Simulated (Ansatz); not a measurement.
AlN:
```cif
data_AlN
_chemical_formula_sum 'Al1 N1'
_space_group_name_H-M_alt 'P 1'
_space_group_IT_number 1
_cell_length_a 3.09538
_cell_length_b 3.09538
_cell_length_c 3.09538
_cell_angle_alpha 60.000
_cell_angle_beta 60.000
_cell_angle_gamma 60.000
loop_
_space_group_symop_operation_xyz
  'x, y, z'
loop_
_atom_site_label
_atom_site_type_symbol
_atom_site_fract_x
_atom_site_fract_y
_atom_site_fract_z
_atom_site_occupancy
Al1 Al 0.00000 0.00000 0.00000 1
N1 N 0.25000 0.25000 0.25000 1
```

Relaxed with PBEsol. The program Ansatz at the PBEsol level (PAW) gives a gap of 3.19 eV.

Task: What gap does HSE06 give on the same cell (Ansatz, PAW)?

Result: 4.55 eV, 1.35 eV more. The hybrid was solved on a coarser mesh and at special points; its gap is the smallest among all of these.

```csv
k,v1 PBEsol,c1 PBEsol,v1 HSE06,c1 HSE06
Γ,0.00,4.06,?,?
X,-1.78,3.19,-1.92,4.55
L,-0.48,7.22,?,?
W,-2.72,5.93,?,?
K,-1.38,5.04,?,?
```

Task: Top valence (v1) and lowest conduction level (c1) in eV from each method's valence maximum (which need not be a listed point): supply the withheld HSE06 values.

Result: 
- Γ, v1 HSE06: 0.00
- Γ, c1 HSE06: 5.50
- K, v1 HSE06: -1.48
- K, c1 HSE06: 6.48
- W, v1 HSE06: -2.84
- W, c1 HSE06: 7.41
- L, v1 HSE06: -0.52
- L, c1 HSE06: 8.83

Cost on shared cores: the PBEsol run (SCF on a 11×11×11 mesh, then bands and DOS) about 7 core-seconds (a rough figure), the HSE06 run (SCF on 8×8×8, then a few points) around 70 core-seconds (rough); the tasks are unlike.

Space group F-43m (zinc blende). The cell was relaxed with PBEsol under the symmetry of its start.

Potentials: the later of the program's two PAW sets.
